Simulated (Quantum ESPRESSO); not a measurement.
# Strain and stress in Si3BC3N

These are calculations, not measurements. They come from pw.x of Quantum ESPRESSO 7.5, a plane-wave density functional program, with PseudoDojo standard norm-conserving files (v0.5 for PBE, v0.4.1 for LDA and PBEsol). The cells are made up: elements, strain and atom displacements were drawn at random, and nothing was relaxed. There is no spin polarisation, spin-orbit coupling or dispersion term.

The cell has 8 sites of a zincblende or diamond lattice. Sites 1 to 4 hold Si Si B Si; sites 5 to 8 hold C C N C. Cell vectors in Å: (4.359, -0.023, 0.035); (-0.023, 4.391, -0.017); (0.035, -0.017, 4.399). Settings: PBE, cutoff 1143 eV, 4 x 4 x 4 k mesh shifted by half a step, Fermi-Dirac smearing of 0.025 eV.

Each run adds a strain along z to one cell, with the atoms carried along; the vectors above are those of run 4. Stress is positive in tension and P is minus a third of its trace. E is the free energy for each atom above the lowest run shown. The last column is band 17 less band 16 at Gamma, from a band step after each run.

```
run  strain (%)  s_xx (GPa)  s_yy (GPa)  s_zz (GPa)  s_xy (GPa)  P (GPa)  E (meV/atom)  level step at Gamma (eV)
  1       -2.31       16.10       17.23       13.17       -3.56   -15.50          0.00                     1.281
  2       -1.83       16.49       17.60       14.79       -3.55   -16.29          4.40                     1.275
  4       -0.19       17.68       18.70       20.27       -3.52   -18.88         23.29                     1.241
  5        0.20       17.93       18.93       21.55       -3.51   -19.47         28.64                     1.231
  6        1.34       18.57       19.52       25.24       -3.49   -21.11         46.17                     1.198
  7        1.56       18.69       19.62       25.95       -3.48   -21.42         49.87                     1.192
  3       -1.52           ?           ?           ?           ?        ?             ?                         ?
```

A rerun of one of these cells at 1437 eV and k mesh 6 x 6 x 6 moved values by no more than 0.005 eV in the cell's energy, 0.03 GPa in stress and 0.002 eV/Å in force.

## Worked fit

A parabola through the six runs shown gives s_zz = 20.89 + 3.28 e - 0.027 e² GPa, with e in per cent and a scatter of 0.01 GPa. The slope is a stiffness of 328 ± 1 GPa for each unit of this strain at e = 0. The atoms are clamped, and relaxing them would in general lower it. The error is the larger of the fit's own and the change that a cubic makes, rounded up.

## Withheld run

Question: what s_zz should run 3 give?

The fit gives 15.84 GPa. The calculation gave 15.84 GPa.

```
run,strain (%),s_xx (GPa),s_yy (GPa),s_zz (GPa),s_xy (GPa),P (GPa),E (meV/atom),level step at Gamma (eV)
3,-1.52,16.74,17.83,15.84,-3.54,-16.80,7.48,1.269
```